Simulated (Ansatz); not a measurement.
Rb (bcc, W type)

```xyz
1
Lattice="-2.8355 2.8355 2.8355 2.8355 -2.8355 2.8355 2.8355 2.8355 -2.8355" Properties=species:S:1:pos:R:3 pbc="T T T"
Rb     0.0000     0.0000     0.0000
```

This relaxed cell (volume V₀) is scaled evenly in all directions, its shape held. Symmetry pins the atoms to their sites.

The numbers are results of PBE (plane waves to 420 eV, PAW, scalar-relativistic; Ansatz, an electronic-structure program), not measurements. k mesh 12×12×12 (Γ-centred), Fermi-Dirac smearing 0.05 eV. The energy includes the smearing's −TS. Compression counts positive. Rb was relaxed with its symmetry unable to fall. The PAW data are Ansatz's earlier set. ΔE is measured from the relaxed starting cell. The last digit holds for this mesh only.

```csv
V (Å³/atom),ΔE (meV/atom)
82.073,withheld
83.897,5.8
85.721,3.1
87.545,1.4
89.369,0.3
91.193,0.0
93.017,0.3
94.840,1.2
96.664,2.6
98.488,4.5
100.312,6.8
```

Fit a third-order Birch-Murnaghan form (E₀, V₀, B₀, B₀′ free) to the given rows and predict ΔE at V = 82.073.

Least squares on the 10 given rows: ΔE = E₀ + (9V₀B₀/16)·y²·[2 + (B₀′ − 4)y], y = (V₀/V)^(2/3) − 1, with V₀ = 91.182 Å³/atom, B₀ = 2.787 GPa (160.2 GPa = 1 eV/Å³; the term in eV is multiplied by 1000), B₀′ = 3.86, E₀ = 0.00 meV/atom; root-mean-square residual 0.02 meV/atom. At 82.073 the fit gives 9.4 meV/atom; the calculation gives 9.4 meV/atom, the same to the digits shown. For the pressure the fit gives 0.4 GPa against the computed 0.4 GPa.

(A scan under strain: stresses follow from slopes of the energy per volume, elastic moduli from its curvatures.)
